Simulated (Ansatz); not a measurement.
**Ionic part of the dielectric constant of Al5GaAs6, mode by mode**

Level of theory: DFT PBE, scalar-relativistic, plane waves, PAW (Ansatz). Cutoff 420 eV, 6×6×4 k-points (Γ-centred), fixed occupations. No spin polarisation. Phonons by linear response, acoustic sum rule imposed.

Space group P31m (No. 157), trigonal, a = 7.003 Å, c = 6.649 Å. Al on a site of symmetry m is surrounded by 4 As at 2.48–2.49 Å; Al on a site of symmetry 3 has 4 As at 2.48–2.49 Å; Ga is surrounded by 4 As at 2.49–2.50 Å; around As on a site of symmetry m lie 3 Al at 2.48–2.49 Å and 1 Ga at 2.49 Å; As on a site of symmetry 3 has 4 Al at 2.48–2.49 Å; As on a site of symmetry 3m is surrounded by 3 Al at 2.48 Å and 1 Ga at 2.50 Å.

It was reached by relaxing an invented guess, and it needn't be the stable form of this composition.

The primitive cell has V = 282.36 Å³ and ε∞,zz = 10.250. Each polar mode adds Δε = (4.92064×10⁷/V)·S/ν² along z, with S its oscillator strength in e²/amu, ν in cm⁻¹ and V in Å³.

Task: From these modes, find each Δε and ε0,zz.
| ν (cm⁻¹) | S_zz (e²/amu) |
| --- | --- |
| 104.40 | 0.0043 |
| 171.40 | 0.00023 |
| 204.96 | 0.00052 |
| 233.02 | 0.08708 |
| 317.78 | 0.00234 |
| 338.87 | 0.9514 |
| 345.61 | 0.3936 |

Result:
```
ν (cm⁻¹)    Δε
  104.40  0.07
  171.40  0.00
  204.96  0.00
  233.02  0.28
  317.78  0.00
  338.87  1.44
  345.61  0.57
```

The sum is 2.36, so ε0,zz = 12.61; the run's tensor has 12.62.

The modes are given without the long-range field that lifts LO modes in polar crystals.
